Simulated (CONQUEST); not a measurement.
CONQUEST run on a model cell of SnSe2 (I4_1/amd, 12 atoms in the cell; prototype structure): self-consistent single point.

Computed with PBEsol, numerical atomic orbitals double-zeta with polarisation (the shipped basis), PseudoDojo norm-conserving potentials made for PBEsol (CONQUEST).

```xyz
12
Lattice="5.1485 0.0000 0.0000 0.0000 5.1485 0.0000 0.0000 0.0000 12.9414" Properties=species:S:1:pos:R:3 pbc="T T T"
Sn     2.5743     2.5743     0.0000
Sn     2.5743     0.0000     3.2354
Sn     0.0000     0.0000     6.4707
Sn     0.0000     2.5743     9.7061
Se     0.0000     0.0000     3.7776
Se     2.5743     0.0000     0.5422
Se     2.5743     0.0000     5.9285
Se     2.5743     2.5743     2.6931
Se     2.5743     2.5743    10.2483
Se     0.0000     2.5743     7.0129
Se     0.0000     2.5743    12.3992
Se     0.0000     0.0000     9.1638
```

Reference input (self-consistent single point, DFT, PBEsol, numerical atomic orbitals double-zeta with polarisation (the shipped basis), PseudoDojo norm-conserving potentials made for PBEsol): basis = DZP; Diag.MPMeshX, Y, Z = 3 3 1; potentials = PseudoDojo norm-conserving PBEsol; Grid.GridCutoff = 140 Ha; DM.SolutionMethod = diagon; Diag.MPShiftX = 0.16666667; Diag.MPShiftY = 0.16666667; Diag.MPShiftZ = 0.50000000; Diag.kT = 0.003675 Ha; minE.SCTolerance = 1.0e-06; SC.MaxIters = 100; SC.LinearMixingFactor = 0.5. This run's input differs from it in these lines:

```diff
@@ -15,3 +15,3 @@
 
-Grid.GridCutoff                140
+Grid.GridCutoff                98
 DM.SolutionMethod              diagon
```

Log, with long lists cut:

```
    new_SC_potl: Starting.  Tolerance:  0.10000E-05

    PulayMixSC: Starting Pulay mixing, A_up =  0.500 A_dn =  0.500
    PulayMixSC: Spin non-polarised calculation.
    PulayMixSC: with Kerker preconditioning, q0 =  0.500
          Harris-Foulkes Energy            :     -1283.320837345626387 Ha
          GroundState Energy (E-(1/2)TS)   :     -1283.321869004618520 Ha
          Free Energy (E-TS)               :     -1283.322900663610881 Ha
          DFT Total Energy                 :     -1283.116894439833231 Ha
          Total number of electrons        :       184.000000000003865
   [... lines left out ...]
          Total number of electrons        :       184.000171038461986
    PulayMixSC: Pulay iteration    20 residual:              0.13783E-05
          Harris-Foulkes Energy            :     -1283.218696543957094 Ha
          GroundState Energy (E-(1/2)TS)   :     -1283.223347798219493 Ha
          Free Energy (E-TS)               :     -1283.227999052482119 Ha
          DFT Total Energy                 :     -1283.218696870660096 Ha
          Total number of electrons        :       184.000168637551383
    PulayMixSC: Pulay iteration    21 residual:              0.80677E-06
    PulayMixSC: Reached SCF tolerance of  0.80677E-06 after     21 iterations
      | Number of electrons      =       184.000169
      |* band energy as 2Tr[K.H] =      -219.418095662326067 Ha
      |  screened ion-ion energy =      -974.062289127210875 Ha
      |  Ha correction           =         3.644195154000241 Ha
      |  XC correction           =       -93.382550948488628 Ha
      | GS Energy as E-(1/2)TS   =     -1283.223347798219493 Ha
      | Free Energy as E-TS      =     -1283.227999052482119 Ha
      |* Harris-Foulkes energy   =     -1283.218696543957094 Ha
      |* DFT total energy        =     -1283.218696870660096 Ha
      |  estimated accuracy      =         0.000000326703002 Ha

    force: Forces on atoms (Ha/a0)
    force:  Atom   X              Y              Z
   [... lines left out ...]
    force:    12  -0.0000000000   0.0000000000   0.0045345172

    force: Maximum force :        0.00453452(Ha/a0) on atom        12 in z direction
    force: Force Residual:        0.00370242 Ha/a0
    force: Total stress:         -6.46503269    -6.46503269    -3.06857725 GPa
    force: Average pressure:      5.33288087 GPa

    force: Finished force
    get_E_and_F: Change in energy during last step of electronic optimisation: -0.21297E-05
```

The run converged in 21 iterations. CONQUEST prints the stress tensor with tension positive. Against the reference run the free energy goes up by 1.2 meV/atom, the pressure moves little (5.27 to 5.33 GPa) and the largest force goes from 0.243 to 0.233 eV/Å.

The starting geometry comes from a prototype or from typed values, not from a relaxation at this level; it need not be a known phase. The program uses no crystal symmetry, so grid and mesh can part values that symmetry would make equal. The atom-centred basis is finite, which shifts total energies, pressures and forces against plane waves. This run is one point of a test of settings, so its values need not be converged; read them against the reference run alone. No clean gap shows at this smearing width and mesh (spacing up to 0.49 Å⁻¹); the mesh is coarse for partly filled bands, so the values carry mesh errors.

Cost on one core: very roughly 2.0 core-minutes.
